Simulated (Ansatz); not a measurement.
Computed with DFT PBE, scalar-relativistic, plane waves, PAW in Ansatz 0.2.0. All cells share a 420 eV cutoff and Γ-centred k meshes spaced at most about 0.3 Å⁻¹ (about 0.25 or finer for metals, 2π included). No spin polarisation in the final relaxations.

All energies are static (0 K, no zero-point motion). All come from trial cells, and lower structures may exist.

**Question.** Order these relaxed structures of ReP₂ by energy, lowest first, with the energy over the lowest of them.
A.

```cif
data_structure
_symmetry_space_group_name_H-M 'P4/mmm'
_symmetry_Int_Tables_number 123
_cell_length_a 3.9959
_cell_length_b 3.9959
_cell_length_c 2.9987
_cell_angle_alpha 90.000
_cell_angle_beta 90.000
_cell_angle_gamma 90.000
_cell_volume 47.88
loop_
_atom_site_label
_atom_site_type_symbol
_atom_site_symmetry_multiplicity
_atom_site_Wyckoff_symbol
_atom_site_fract_x
_atom_site_fract_y
_atom_site_fract_z
_atom_site_occupancy
Re1 Re 1 a 0.00000 0.00000 0.00000 1
P1 P 2 e 0.50000 0.00000 0.50000 1
```

B.

```cif
data_structure
_symmetry_space_group_name_H-M 'P-4m2'
_symmetry_Int_Tables_number 115
_cell_length_a 3.0648
_cell_length_b 3.0648
_cell_length_c 5.4769
_cell_angle_alpha 90.000
_cell_angle_beta 90.000
_cell_angle_gamma 90.000
_cell_volume 51.45
loop_
_atom_site_label
_atom_site_type_symbol
_atom_site_symmetry_multiplicity
_atom_site_Wyckoff_symbol
_atom_site_fract_x
_atom_site_fract_y
_atom_site_fract_z
_atom_site_occupancy
Re1 Re 1 a 0.00000 0.00000 0.00000 1
P1 P 2 g 0.50000 0.00000 0.31360 1
```

**Answer.** B (0 meV/atom), A (30 meV/atom). Forms: B P-4m2; A P4/mmm. Counting P atoms around Re (those within 1.25 times the shortest such distance or 1.15 times the sum of covalent radii): B has Re 4; A has Re 8. Even the lowest lies +0.41 eV/atom against the elements.

Weakly bound directions are ill-defined at this level, which has no dispersion term (P-4m2), and this can change margins and order among such cells. Spin–orbit coupling, which can matter for Re, is left out. Cells relaxed within their symmetry can be saddle points. Some candidate types were left out of the draw beforehand, so a known form may be missing.
